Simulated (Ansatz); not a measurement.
## Ca7Mg2N6 — quadrupolar parameters

The cell is a Materials Project structure (computed, not necessarily an observed phase), its atoms then relaxed with PBE in this cell.

Space group C2/m (No. 12); a = 6.1423, b = 12.6604, c = 6.4233 Å, β = 94.58°.

| site | Wyckoff | site symmetry | x | y | z |
| --- | --- | --- | --- | --- | --- |
| Ca1 | 2b | 2/m | 0.5000 | 0.0000 | 0.0000 |
| Ca2 | 4h | 2 | 0.5000 | 0.1223 | 0.5000 |
| Ca4 | 8j | 1 | 0.6500 | 0.6726 | 0.8253 |
| Mg | 4i | m | 0.8788 | 0.0000 | 0.6730 |
| N10 | 8j | 1 | 0.7600 | 0.8549 | 0.8035 |
| N14 | 4i | m | 0.7554 | 0.0000 | 0.3404 |

One atom of each set is listed; the run and its k-mesh use a cell of 15 atoms with edges of 7.04, 7.04, 6.42 Å.

All values are calculated (Ansatz; DFT, PBE, plane waves and PAW, scalar-relativistic, 420 eV cutoff, Γ-centred 5×5×5 k-points, Fermi–Dirac smearing 0.02 eV), not measured.

V_zz is the principal component of the electric field gradient with the largest magnitude, η = (V_xx − V_yy)/V_zz and C_Q = eQV_zz/h.

⁴³Ca: I = 7/2, Q = -40.80 mb; Mg-25: I = 5/2, Q = 199.4 mb; ¹⁴N: I = 1, Q = 20.44 mb. Q values from Pyykkö, Mol. Phys. 116, 1328 (2018).

```json
{"site": "Ca1", "atoms": "1", "first shell": "6 N at 2.59–2.80 Å", "V_xx, V_yy, V_zz (10²¹ V/m²)": "0.53, 2.65, -3.18", "η": "0.67", "C_Q (MHz)": "3.14"}
{"site": "Ca2", "atoms": "2", "first shell": "4 N at 2.44–2.48 Å", "V_xx, V_yy, V_zz (10²¹ V/m²)": "1.89, 5.70, -7.59", "η": "0.50", "C_Q (MHz)": "7.49"}
{"site": "Ca4", "atoms": "4", "first shell": "4 N at 2.41–2.52 Å", "V_xx, V_yy, V_zz (10²¹ V/m²)": "1.22, 2.66, -3.88", "η": "0.37", "C_Q (MHz)": "3.83"}
{"site": "Mg", "atoms": "2", "first shell": "4 N at 2.17–2.26 Å", "V_xx, V_yy, V_zz (10²¹ V/m²)": "-0.035, -0.86, 0.89", "η": "0.92", "C_Q (MHz)": "4.31"}
{"site": "N10", "atoms": "4", "first shell": "1 Mg at 2.17 Å, 4 Ca at 2.41–2.44 Å; also 1 Ca at 2.80 Å", "V_xx, V_yy, V_zz (10²¹ V/m²)": "-0.31, -2.12, 2.42", "η": "0.75", "C_Q (MHz)": "1.20"}
{"site": "N14", "atoms": "2", "first shell": "2 Mg at 2.21–2.26 Å, 5 Ca at 2.48–2.59 Å", "V_xx, V_yy, V_zz (10²¹ V/m²)": "0.009, 0.73, -0.74", "η": "0.97", "C_Q (MHz)": "-0.367"}
```

Where η is near 1 the sign of V_zz means little.
